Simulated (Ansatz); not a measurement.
## MgV2O6: single run (Ansatz)

Input:

```yaml
crystal:
  lattice:
    - [4.70317323, 1.775031, 0.0]
    - [4.70317323, -1.775031, 0.0]
    - [2.53066098, 0.0, -6.33673902]
  atoms:
    - { symbol: V, position: [0.80514, 0.80514, 0.6564] }
    - { symbol: V, position: [0.19486, 0.19486, 0.3436] }
    - { symbol: O, position: [0.9607, 0.9607, 0.7236] }
    - { symbol: O, position: [0.0393, 0.0393, 0.2764] }
    - { symbol: Mg, position: [0.0, 0.0, 0.0] }
    - { symbol: O, position: [0.693, 0.693, 0.4348] }
    - { symbol: O, position: [0.307, 0.307, 0.5652] }
    - { symbol: O, position: [0.6517, 0.6517, 0.8867] }
    - { symbol: O, position: [0.3483, 0.3483, 0.1133] }
  symmetry: { tolerance: 0.0003 }
kpoints:
  mp_grid: { grid: [6, 6, 3], shift: [0, 0, 0] }
magnetization:
  spin_polarized: false
scf:
  occupations: { method: fermi_dirac }
  max_iter: 75
hamiltonian:
  pseudopotentials: { kind: paw }
  xc: r2scan
basis:
  ecutwfc: 500
output:
  forces: true
  stress: true
  eigenvalues: true
total_charge: 0.5
```

The command:

```bash
ansatz run input.yaml --threads 1 --pin off --max-ram 2560MiB --backend cpu --events-out ev --progress --plain --runs-dir out
```

Origin of the cell: a database entry, scaled a little.

The smearing width isn't typed, so it takes its default of 0.1 eV.

Output (shortened):

```
Pseudopotentials: kind: paw
Pseudopotential: V, paw, valence charge 13, recommended cutoff 500 eV (meta_gga), V.paw.azcp
Pseudopotential: O, paw, valence charge 6, recommended cutoff 500 eV (meta_gga), O.paw.azcp
Pseudopotential: Mg, paw, valence charge 10, recommended cutoff 500 eV (meta_gga), Mg.paw.azcp
Functional definition: r2SCAN
  exchange = r2scan_x(k0 = k0, k1 = k1, a1 = a1)
  correlation = r2scan_c
Crystal: 9 atoms, lattice volume = 105.802 Å³
Basis set: ecut = 500 eV, 2681 PW (Γ), exchange–correlation on 160×160×200 points (64 copies of the dense FFT grid, shifted against one another)
Bands: 45, of which v1, the nominal top of the filled ones, is band 36 counted from 1 (35 counted from 0)
Symmetry: 4 space group operations
[… 11 lines left out …]
Initial density: superposition of atomic densities (neutral atoms scaled as one to the charged cell's electrons: chi_scale 0, normalization atom), corrected by the library's trained network
Functional: x = r2scan, c = r2scan; τ floored in thin density (d = 2e-4 eV/Å³)
SCF iter   1: F=—  HF=-11182.642465 eV  Δρ=1.62e-2  dr2=1.91e-1  dr2_τ=4.00e-1
SCF iter   2: F=—  HF=-11182.762893 eV  Δρ=9.26e-3  dr2=8.46e-2  dr2_τ=4.72e-3  defer=97
SCF iter   3: F=—  HF=-11182.783780 eV  Δρ=1.57e-2  dr2=3.27e-1  dr2_τ=1.52e-2  defer=97  recentre
SCF iter   4: F=—  HF=-11182.748245 eV  Δρ=3.62e-3  dr2=1.45e-2  dr2_τ=4.39e-4  defer=97
SCF iter   5: F=—  HF=-11182.746846 eV  Δρ=7.23e-4  dr2=5.49e-4  dr2_τ=2.10e-5  defer=97
SCF iter   6: F=—  HF=-11182.746832 eV  Δρ=3.53e-4  dr2=1.83e-4  dr2_τ=5.44e-6  defer=97
SCF iter   7: F=—  HF=-11182.746812 eV  Δρ=1.02e-4  dr2=1.15e-5  dr2_τ=5.19e-7  defer=97
SCF iter   8: F=—  HF=-11182.746965 eV  Δρ=2.73e-5  dr2=7.35e-7  dr2_τ=3.99e-8  defer=97
SCF iter   9: F=-11182.746965 eV  HF=-11182.746965 eV  Δρ=8.32e-6  dr2=8.34e-8  dr2_τ=7.15e-9
SCF 1 converged in 9 iterations: F = -11182.746965 eV  dr2 = 8.34e-8
SCF converged after 9 iterations
Free energy (F): -11182.746965 eV
Harris-Foulkes:  -11182.746965 eV  (|F-HF|=6.23e-8)
Internal energy: -11182.618179 eV  (E = F + TS)
E sigma→0 (E₀):  -11182.682572 eV
Entropy (-TS):   -0.128786 eV (-14.310 meV/atom)
[… 24 lines left out …]
  atom   5  Mg    -0.000000     0.000000     0.000000
  atom   6  O      0.026410     0.000000     0.189143
  atom   7  O     -0.026410    -0.000000    -0.189143
  atom   8  O      0.542628     0.000000     1.033911
  atom   9  O     -0.542628    -0.000000    -1.033911
  max |Σ_I F_I| component: 0.00e0 eV/Å
--- Stress (GPa, compression-positive) ---
       -6.684606      -0.000000      -1.197907
       -0.000000      -7.586608      -0.000000
       -1.197941      -0.000000      -6.295664
  P = ⅓ Tr σ = -6.8556 GPa (-68.556 kbar)
```

Q: What is wrong with this input?

A: It holds a charge that the system can't hold: `total_charge` typed as 0.5. Self-consistency was reached. Its numbers aren't properties of the system.

It ran for 21 s on 1 thread of Intel(R) Xeon(R) Platinum 8259CL CPU @ 2.50GHz (Skylake/Cascade Lake), with other jobs on the host, peak memory 1.1 GiB, from the program's own first density.
